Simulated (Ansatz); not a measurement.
Theory: DFT PBE, scalar-relativistic, plane waves, PAW (Ansatz). Settings: cutoff 420 eV, Γ-centred meshes spaced at most about 0.3 Å⁻¹, and about 0.25 Å⁻¹ or finer for metals (2π included), Gaussian smearing. No spin polarisation in the final relaxations.

All energies are static (0 K, no zero-point motion).

Compare these two cells of IrRh5, each relaxed at this level.

A.

```xyz
6
Lattice="4.7218 0.0000 0.0000 -2.3609 4.0892 0.0000 0.0000 0.0000 4.4008" Properties=species:S:1:pos:R:3 pbc="T T T"
Ir    0.0000    0.0000    0.0000
Rh    2.3609    1.3631    0.0000
Rh    0.0000    2.7261    0.0000
Rh    1.5620    0.0000    2.2004
Rh   -0.7810    1.3527    2.2004
Rh    1.5799    2.7365    2.2004
```

B.

```xyz
6
Lattice="2.7283 0.0000 0.0000 -1.3641 2.3628 0.0000 0.0000 0.0000 13.1908" Properties=species:S:1:pos:R:3 pbc="T T T"
Ir    1.3641    0.7876    6.5954
Rh    0.0000    1.5752    8.7932
Rh    0.0000    1.5752    0.0000
Rh    0.0000    1.5752    4.3976
Rh    1.3641    0.7876   11.0016
Rh    1.3641    0.7876    2.1892
```

Question: Which arrangement of the elements on these sites is preferred, and by what margin?

Answer: They are level within the accuracy (4 meV/atom apart, with A the lower in these runs). The two share one framework of sites and differ in which element sits where. A has Ir and Rh ordered on hcp sites, space group P-62m (No. 189), 14.2 Å³/atom and no gap on its mesh; B has Ir and Rh ordered on hcp sites, space group P-6m2 (No. 187), 14.2 Å³/atom and no gap. Counting all near atoms (those within 1.25 times the shortest distance at each site), A and B both have Ir 12, Rh 12. Both come from invented guesses. A third cell relaxed alike, in P4/mmm, lies 36 meV/atom below the lower of the two.

For metals, differences of a few meV/atom aren't resolved. Spin–orbit coupling, which can matter for Ir, is left out. Cells relaxed within their symmetry can be saddle points.
